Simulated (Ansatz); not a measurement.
An Ansatz (an electronic-structure program) run. Input:

Ansatz 0.2 input:
```yaml
crystal:
  lattice:
    - [2.7042672513, 1.5613094255, 4.3764626982]
    - [-2.7042672513, 1.5613094255, 4.3764626982]
    - [0.0, -3.122618851, 4.3764626982]
  atoms:
    - { symbol: Ca, position: [0.25, 0.25, 0.25] }
    - { symbol: Ca, position: [0.75, 0.75, 0.75] }
    - { symbol: Ti, position: [0.0, 0.0, 0.0] }
    - { symbol: Ti, position: [0.5, 0.5, 0.5] }
    - { symbol: O, position: [0.8208904225, 0.6791095775, 0.25] }
    - { symbol: O, position: [0.25, 0.8208904225, 0.6791095775] }
    - { symbol: O, position: [0.6791095775, 0.25, 0.8208904225] }
    - { symbol: O, position: [0.1791095775, 0.3208904225, 0.75] }
    - { symbol: O, position: [0.75, 0.1791095775, 0.3208904225] }
    - { symbol: O, position: [0.3208904225, 0.75, 0.1791095775] }
kpoints:
  mp_grid: { grid: [6, 6, 6] }
hamiltonian:
  xc: pbesol
  pseudopotentials: { azcp: { folder: ./paw }, kind: paw }
scf:
  occupations: { method: fixed }
phonons:
  method: dfpt
  response_accuracy: low
  eigenvectors: true
  rigid_motions: translations
  dielectric: true
```

Output (shortened):

```
Pseudopotential: Ca, paw, valence charge 10
Pseudopotential: Ti, paw, valence charge 12
Pseudopotential: O, paw, valence charge 6
Functional definition: PBEsol
Crystal: 10 atoms, lattice volume = 110.870 Å³
Basis set: ecut = 420 eV, 2121 PW (Γ), exchange–correlation on 72×72×72 points (8 copies of the dense FFT grid, shifted against one another)
Bands: 50, of which v1, the nominal top of the filled ones, is band 40 counted from 1 (39 counted from 0)
Symmetry: 12 space group operations
k-points: 112 of 216 (irreducible under 1 space group operation, time reversal used)
SCF iter   1: F=—  HF=-11918.482801 eV  |F-HF|=—  |Δ(HF+E_count)|=         —  Δρ=6.24e-2  dr2=4.42e0  ethr=3.10e-3  ⟨swp⟩=5.4  Hψ=18790  notcnv=0  defer=691
preconditioner: auto → Resta (q_TF=auto, 2.584 Å⁻¹)
SCF iter   2: F=—  HF=-11917.506966 eV  |F-HF|=—  |Δ(HF+E_count)|=   9.76e-1  Δρ=2.90e-2  dr2=9.54e-1  ethr=3.10e-3  ⟨swp⟩=2.8  Hψ=11574  notcnv=0  defer=732
SCF iter   3: F=—  HF=-11917.374161 eV  |F-HF|=—  |Δ(HF+E_count)|=   1.33e-1  Δρ=9.66e-3  dr2=7.73e-2  ethr=1.19e-3  ⟨swp⟩=2.7  Hψ=9937  notcnv=0  defer=841
SCF iter   4: F=—  HF=-11917.386534 eV  |F-HF|=—  |Δ(HF+E_count)|=   1.24e-2  Δρ=7.27e-3  dr2=5.34e-2  ethr=9.66e-5  ⟨swp⟩=2.4  Hψ=9729  notcnv=0  defer=875
SCF iter   5: F=—  HF=-11917.378215 eV  |F-HF|=—  |Δ(HF+E_count)|=   8.32e-3  Δρ=1.82e-3  dr2=3.23e-3  ethr=6.67e-5  ⟨swp⟩=2.7  Hψ=8159  notcnv=0  defer=861
SCF iter   6: F=—  HF=-11917.378684 eV  |F-HF|=—  |Δ(HF+E_count)|=   4.70e-4  Δρ=3.94e-4  dr2=1.35e-4  ethr=4.04e-6  ⟨swp⟩=2.0  Hψ=7361  notcnv=0  defer=894
SCF iter   7: F=—  HF=-11917.378793 eV  |F-HF|=—  |Δ(HF+E_count)|=   1.09e-4  Δρ=6.05e-5  dr2=2.99e-6  ethr=1.68e-7  ⟨swp⟩=2.1  Hψ=8999  notcnv=0  defer=762
SCF iter   8: F=—  HF=-11917.378795 eV  |F-HF|=—  |Δ(HF+E_count)|=   1.94e-6  Δρ=1.08e-5  dr2=1.34e-7  ethr=3.73e-9  ⟨swp⟩=2.0  Hψ=8768  notcnv=0  defer=550
SCF iter  10: F=-11917.378795 eV  HF=-11917.378795 eV  |F-HF|=7.28e-12  |Δ(HF+E_count)|=  6.88e-10  Δρ=2.43e-7  dr2=5.24e-11  ethr=1.00e-12  ⟨swp⟩=15.8  Hψ=38476  notcnv=0
SCF 1 converged in 10 iterations: F = -11917.378795 eV  dr2 = 5.24e-11
NSCF: frozen V_eff on 6 k-points
DFPT response loops at Γ: preconditioner auto → Resta (q_TF=auto, 2.584 Å⁻¹)  ε∞=5.0 (no band partly filled) …
── the response to a field inside a basis, on 6×6×6 k-points: an SCF that follows is theirs, and a resumed run solves both again ──
Crystal: 10 atoms, lattice volume = 110.870 Å³
Bands: 41, of which v1, the nominal top of the filled ones, is band 40 counted from 1 (39 counted from 0)
k-points: 28 of 216
SCF iter   1: F=—  HF=-11917.231761 eV  |F-HF|=—  |Δ(HF+E_count)|=         —  Δρ=4.60e-4  dr2=5.71e-5  ethr=1.00e-1
preconditioner: auto → Resta (q_TF=auto, 2.584 Å⁻¹)
SCF iter   2: F=—  HF=-11917.231810 eV  |F-HF|=—  |Δ(HF+E_count)|=   4.93e-5  Δρ=2.50e-4  dr2=2.17e-5  ethr=7.14e-8
SCF iter   3: F=—  HF=-11917.231836 eV  |F-HF|=—  |Δ(HF+E_count)|=   2.64e-5  Δρ=1.15e-4  dr2=1.15e-5  ethr=2.71e-8
SCF iter   4: F=—  HF=-11917.231835 eV  |F-HF|=—  |Δ(HF+E_count)|=   1.50e-6  Δρ=1.91e-5  dr2=4.00e-7  ethr=1.43e-8
SCF iter   5: F=-11917.231835 eV  HF=-11917.231835 eV  |F-HF|=1.05e-9  |Δ(HF+E_count)|=   1.04e-7  Δρ=5.69e-6  dr2=3.54e-8  ethr=5.00e-10
SCF 1 converged in 5 iterations: F = -11917.231835 eV  dr2 = 3.54e-8
DFPT response loops at Γ: preconditioner auto → Resta (q_TF=auto, 2.584 Å⁻¹)  ε∞=4.9 (no band partly filled) …
SCF converged after 10 iterations
Free energy (F): -11917.378795 eV
Harris-Foulkes:  -11917.378795 eV  (|F-HF|=7.28e-12)
Internal energy: -11917.378795 eV  (E = F + TS)
E sigma→0 (E₀):  -11917.378795 eV
Fermi energy:    9.156727 eV
--- Per-component energies (eV) ---
  E_band       = -531.101618
  E_kinetic    = 2081.590735
  E_local      = -4816.893693  (includes V_loc(G=0)·N_el)
  E_nonlocal   = 614.386997
  E_hartree    = 1746.202680
  E_xc         = -914.511735
  E_vxc        = -1159.234287  (∫ρ·V_xc dr)
  E_paw        = -4658.275272  (= ΣΔE_a)
  E_vpaw       = -743.361145  (= ΣTr[D̂ρ^β])
  E_aug_tail   = 0.004537  (compensation charges beyond the density's cutoff)
  E_ewald      = -5970.611129
  E_core_change = 0.728085  (= ΣΔE_core)
  E_smearing   =  0.000000  (= −TS)
  E_closure    = 0.000000  (closes the sum)
  Σ components = -11917.378795   (vs F -11917.378795, Δ=0.00e0)
  [band-id]    e_kinetic+e_local+e_nonlocal+2·e_hartree+e_vxc+e_vpaw+e_augmentation_tail = -531.101496   (vs E_band -531.101618, Δ=1.22e-4)
--- Band table (eV; the first three rows and the last of 112) ---
  k-point 0: bands = ["-46.6717", "-46.6665", "-28.6507", "-28.6229", "-23.1372", "-23.1331", "-23.1331", "-23.0622", "-23.0545", "-23.0545", "-10.0076", "-10.0076", "-9.8748", "-9.8338", "-9.8338", "-9.7647", "-8.0930", "-6.8429", "-6.8429", "-6.5045", …
  k-point 1: bands = ["-46.6713", "-46.6668", "-28.6489", "-28.6247", "-23.1323", "-23.1282", "-23.1279", "-23.0673", "-23.0599", "-23.0596", "-10.0101", "-10.0028", "-9.9003", "-9.8858", "-9.8409", "-9.7778", "-7.9054", "-6.8425", "-6.8130", "-6.5453", …
  k-point 2: bands = ["-46.6704", "-46.6678", "-28.6439", "-28.6297", "-23.1189", "-23.1142", "-23.1137", "-23.0813", "-23.0745", "-23.0739", "-10.0266", "-10.0187", "-9.9703", "-9.9192", "-9.8419", "-9.8041", "-7.4875", "-6.8143", "-6.7441", "-6.7242", …
  k-point 111: bands = ["-46.6691", "-46.6691", "-28.6369", "-28.6369", "-23.1000", "-23.1000", "-23.0943", "-23.0943", "-23.0943", "-23.0943", "-9.9395", "-9.9395", "-9.9395", "-9.9395", "-9.9382", "-9.9382", "-7.1623", "-7.1623", "-6.6296", "-6.6296", …
--- Phonons (Γ-DFPT): 7 representative perturbations + reference, on 112 of 216 k-points (Σ response iterations 23) ---
  ASR residual: 3.305e-4 → 0.000e0 eV/Å²; symmetrization residual: 2.010e-4 eV/Å²
  ASR residual per site (eV/Å²): 1.05e-4 1.05e-4 2.16e-4 2.16e-4 3.30e-4 2.71e-4 2.71e-4 3.30e-4 2.71e-4 2.71e-4
  Γ frequencies (cm⁻¹): -125.07 -50.74 -50.74 0.00 0.00 0.00 78.05 78.05 113.32 169.08 169.08 173.15 242.89 242.89 280.91 280.91 292.99 349.26 411.32 422.03 432.74 432.74 459.23 459.23 497.98 511.49 511.49 546.49 546.49 821.53
  ε∞ (high-frequency dielectric tensor):
        6.305801     0.000000     0.000000
        0.000000     6.305801     0.000000
        0.000000     0.000000     6.234646
  ε⁰ (static dielectric tensor): not given — an optical mode at Γ is not stable, and the ionic part, a sum over the modes at Γ, is formed only where all of …
  softest optical mode at Γ: -125.07 cm⁻¹; the repairs (sum rule, projections) moved no ω² at Γ by more than (10.45 cm⁻¹)²
  Born effective charges Z* (e; rows j = field, columns β = displacement):
    site 0:
         2.52352    0.00000    0.00000
         0.00000    2.52352    0.00000
         0.00000    0.00000    2.37546
    site 1:
         2.52352    0.00000    0.00000
         0.00000    2.52352    0.00000
         0.00000    0.00000    2.37546
    site 2:
         7.11022    0.82909    0.00000
        -0.82909    7.11022    0.00000
         0.00000    0.00000    6.92431
    site 3:
         7.11022   -0.82909    0.00000
         0.82909    7.11022    0.00000
         0.00000    0.00000    6.92431
    site 4:
        -2.11198    0.00000    0.00000
         0.00000   -4.31051   -1.66770
         0.00000   -1.80487   -3.09993
    site 5:
        -3.76088   -0.95199    1.44427
        -0.95199   -2.66162    0.83385
         1.56306    0.90243   -3.09993
    site 6:
        -3.76088    0.95199   -1.44427
         0.95199   -2.66162    0.83385
        -1.56306    0.90243   -3.09993
    site 7:
        -2.11198    0.00000    0.00000
         0.00000   -4.31051   -1.66770
         0.00000   -1.80487   -3.09993
    site 8:
        -3.76088   -0.95199    1.44427
        -0.95199   -2.66162    0.83385
         1.56306    0.90243   -3.09993
    site 9:
        -3.76088    0.95199   -1.44427
         0.95199   -2.66162    0.83385
        -1.56306    0.90243   -3.09993
  Z* charge neutrality: 8.467e-3 e pre-enforcement
  solved inside a basis spanned on kpoints, on 6×6×6 k-points, its susceptibility summed on 10×10×10: ε∞ is read to err by 2.4e-2, Z* by 4.4e-2 e (field_mesh …
  optical modes at Γ without the LO–TO term, one row a degenerate level:
      ω (cm⁻¹)  modes    IR ((D/Å)²/amu)
       -125.07      1           102.3040
        -50.74      2             0.0000
         78.05      2           232.8400
        113.32      1             0.0000
        169.08      2             5.3225
        173.15      1            29.2266
        242.89      2             0.0000
        280.91      2            37.0887
        292.99      1             0.0000
        349.26      1             0.0000
        411.32      1             0.0000
        422.03      1             0.0000
        432.74      2            12.0566
        459.23      2             0.0000
        497.98      1            32.5108
        511.49      2             0.0000
        546.49      2            49.5626
        821.53      1             0.0000
  optical modes at Γ + LO–TO along q̂ = [1.0000, 0.0000, 0.0000]:
      ω (cm⁻¹)  modes    IR ((D/Å)²/amu)
       -125.07      1           102.3040
        -50.74      2             0.0000
         78.05      1           116.4200
        113.32      1             0.0000
        167.32      1             0.0137
        169.08      1             2.6613
        173.15      1            29.2266
        242.89      2             0.0000
        258.11      1             0.6833
        280.91      1            18.5443
        292.99      1             0.0000
        349.26      1             0.0000
        411.32      1             0.0000
        414.77      1             3.1579
        422.03      1             0.0000
        432.74      1             6.0283
        459.23      2             0.0000
        489.02      1             8.8346
        497.98      1            32.5108
        511.49      2             0.0000
        546.49      1            24.7813
        779.47      1           155.7456
        821.53      1             0.0000
  optical modes at Γ + LO–TO along q̂ = [0.0000, 1.0000, 0.0000]:
      ω (cm⁻¹)  modes    IR ((D/Å)²/amu)
       -125.07      1           102.3040
        -50.74      2             0.0000
         78.05      1           116.4200
        113.32      1             0.0000
        167.32      1             0.0137
        169.08      1             2.6613
        173.15      1            29.2266
        242.89      2             0.0000
        258.11      1             0.6833
        280.91      1            18.5443
        292.99      1             0.0000
        349.26      1             0.0000
        411.32      1             0.0000
        414.77      1             3.1579
        422.03      1             0.0000
        432.74      1             6.0283
        459.23      2             0.0000
        489.02      1             8.8346
        497.98      1            32.5108
        511.49      2             0.0000
        546.49      1            24.7813
        779.47      1           155.7456
        821.53      1             0.0000
  optical modes at Γ + LO–TO along q̂ = [0.0000, 0.0000, 1.0000]:
      ω (cm⁻¹)  modes    IR ((D/Å)²/amu)
        -50.74      2             0.0000
         78.05      2           232.8400
        113.32      1             0.0000
        135.84      1             0.3405
        169.08      2             5.3225
        242.89      2             0.0000
        280.91      2            37.0887
        292.99      1             0.0000
        349.26      1             0.0000
        411.32      1             0.0000
        414.61      1            10.5279
        422.03      1             0.0000
        432.74      2            12.0566
        459.23      2             0.0000
        511.49      2             0.0000
        546.49      2            49.5626
        760.35      1           153.1730
        821.53      1             0.0000
```

Cost: very roughly 12 core-minutes on shared cores.

Space group R-3c. The start of the workflow was typed in or built on a structure type; neither database checked (COD, Materials Project) lists it. COD files the formula under space group No. 11, 62, 65, 140, 221. Whether it is the stable phase at ambient conditions was not checked. The PBEsol relaxation kept the symmetry of its start. At this level the phase is dynamically unstable (imaginary phonons). No spin polarisation was allowed.

Potentials: the earlier of the program's two PAW sets. The files were generated under PBE; for other functionals the program regenerates the frozen cores, and for LDA and PBEsol the local potential too.

Ansatz is a plane-wave DFT program.
